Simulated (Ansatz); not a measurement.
A geometry of WSe2 away from equilibrium: step 2 of the relaxation of a relaxed WSe2 cell with every coordinate shifted by Gaussian noise of σ = 0.2 Å. Method: PBE (plane waves to 420 eV, PAW, scalar-relativistic; Ansatz, a first-principles code). Γ-centred k-mesh 8×8×2 on the run's cell (coarser than for final values), Fermi–Dirac smearing 0.05 eV.

```xyz
6
Lattice="3.3315 -0.0094 0.0162 -1.6739 2.8921 -0.0043 0.0741 0.0198 15.3158" Properties=species:S:1:pos:R:3:forces:R:3 pbc="T T T" free_energy=-42648.372 pressure_GPa=-2.5
W      0.2027     1.6804     3.7394    0.0620    1.5349   -1.7296
W      1.5927     1.0323    11.6842    3.1301    0.3844   -4.4824
Se     0.1950     1.8920     9.7175   -1.2172    0.3738    2.3887
Se     2.0279     0.8924     1.9419   -1.4296   -1.0483    1.2668
Se     1.3899     1.5778     5.7404    1.3675   -0.4873    0.4674
Se     0.1282     2.0850    13.2334   -1.9129   -0.7575    2.0887
```

Positions in Å, forces in eV/Å, free energy of the cell in eV (comparable only within this code, potentials and settings). Largest force: 5.48 eV/Å, on W2 (atoms numbered as listed); the geometry lies 0.53 eV/atom above the end of its relaxation.

No spin polarisation in the result. No dispersion correction is included, so spacings between layers, chains or molecules are soft and tend to come out too large.

The end of the path is a generated cell of WSe2: the first start was made by placing the elements on the sites of a structure type, and the end was not matched to a known phase here, so it may be hypothetical. Known forms of WSe2 include space group No. 194.
